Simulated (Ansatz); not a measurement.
## Structure relaxation, Sn

The start is a relaxed Sn cell displaced along its unstable phonon at q = (½, ½, 0) of its primitive reciprocal cell (34i cm⁻¹), largest move 0.15 Å. A full variable-cell relaxation at zero pressure is run with PBEsol (plane waves to 420 eV, PAW, scalar-relativistic; Ansatz, a quantum-chemistry and plane-wave program). First-step values are on the input's coarse k-mesh.

Ansatz input (later rounds restart from its end on a renewed k-mesh):
Ansatz 0.2 input:
```yaml
crystal:
  lattice:
    - [0, 5.5506607402, 11.6897581088]
    - [1.663825988, 2.7753303701, 11.6897581088]
    - [1.663825988, 2.7753303701, 0]
  atoms:
    - { symbol: Sn, position: [0.9549231707, 0.1773633847, 0.9127902739] }
    - { symbol: Sn, position: [0.5450768293, 0.0872097261, 0.8226366153] }
    - { symbol: Sn, position: [0.9549231707, 0.9127902739, 0.1773633847] }
    - { symbol: Sn, position: [0.5450768293, 0.8226366153, 0.0872097261] }
basis: { ecutwfc: 420, ecutrho_ratio: 4, xc_grid: 2, fft_grid_basis: typed }
kpoints: { mp_grid: { grid: [12, 12, 12] } }
hamiltonian:
  xc: pbesol
  dispersion: none
  pseudopotentials: { kind: paw }
scf: { occupations: { method: fermi_dirac, width: 0.05 } }
relax: { f_tol: 0.01, max_steps: 100, cell: { stress_tol: 0.02 } }
output: { forces: true, stress: true }
```

Question: Which atoms feel the largest initial force, and how large is it?

Answer: 0.13 eV/Å, on Sn1, Sn2, Sn3, Sn4 (atoms numbered as listed).

Question: By how much does the energy per atom fall from start to end?

Answer: 0.05 eV/atom.

Question: Is the parent structure recovered?

Answer: It does not go back: it reaches P6/mmm (No. 191), AFLOW prototype A_hP1_191_a (A_f, as in Sn), 0.04 eV/atom below the parent.

Question: How do the shortest distances between atoms change?

Answer: The closest pairs of elements (up to four, under 3.6 Å), start → end: Sn–Sn 3.07 → 3.03 Å.

Question: What band gap does the relaxed structure have at this level?

Answer: No gap (metallic).

Final values are on a 17×17×15 k-mesh of the relaxed cell. No spin polarisation in the result.

The run could not lose the symmetry of its start, so the end can be a saddle point.

The relaxed structure here is a generated cell of Sn: the first start was made by placing the elements on the sites of a structure type, and the end was not matched to a known phase here, so it may be hypothetical. Known forms of Sn include space group No. 141, 227.
